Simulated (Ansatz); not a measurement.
LiBr (rock salt, space group No. 225), DFT-PBE in the program Ansatz with PAW potentials. The conduction-band minimum lies at Γ, with 1 equivalent valley. Second derivatives d²E/dk² of the lowest band at one valley (eV·Å²), along Cartesian directions:

```json
[
 {"direction": "[100]", "d²E/dk²": "21.87"},
 {"direction": "[010]", "d²E/dk²": "21.87"},
 {"direction": "[001]", "d²E/dk²": "21.87"},
 {"direction": "[110]", "d²E/dk²": "21.86"},
 {"direction": "[101]", "d²E/dk²": "21.86"},
 {"direction": "[011]", "d²E/dk²": "21.86"}
]
```

Task: Find the principal effective masses, the density-of-states mass and the conductivity mass.

Result: Off-diagonal terms follow from H_xy = H[110] − (H_xx + H_yy)/2, and m*/mₑ = 7.620 eV·Å² over each eigenvalue: 0.35, 0.35, 0.35. One valley's DOS mass (m₁m₂m₃)^(1/3) = 0.35, conductivity mass 3/(Σ 1/mᵢ) = 0.35 mₑ.

Task: What effective density of states Nc follows at 300 K for parabolic valleys?

Result: Nc = 2.509e19 × 1 × (0.35)^(3/2) ≈ 5.2e18 cm⁻³.

Task: With the computed static dielectric constant 17.7 (mean of the diagonal), estimate a hydrogenic donor's binding energy and radius.

Result: E = 13.606 eV × 0.35/17.7² ≈ 15 meV; a = 0.529 Å × ε/m* ≈ 27 Å. Semilocal masses tend to be too small where the gap is.

Task: With ε∞ = 3.41 and ω_LO = 321 cm⁻¹, what Fröhlich coupling constant follows?

Result: α = (1/ε∞ − 1/ε0) √(m* × 13.606 eV/ħω_LO) = 2.6.

Space group Fm-3m (rock salt). The cell was relaxed with PBE under the symmetry of its start; phonons on a q-mesh show no instability. Spin–orbit coupling is left out wherever it is not named.

Potentials: the later of the program's two PAW sets.
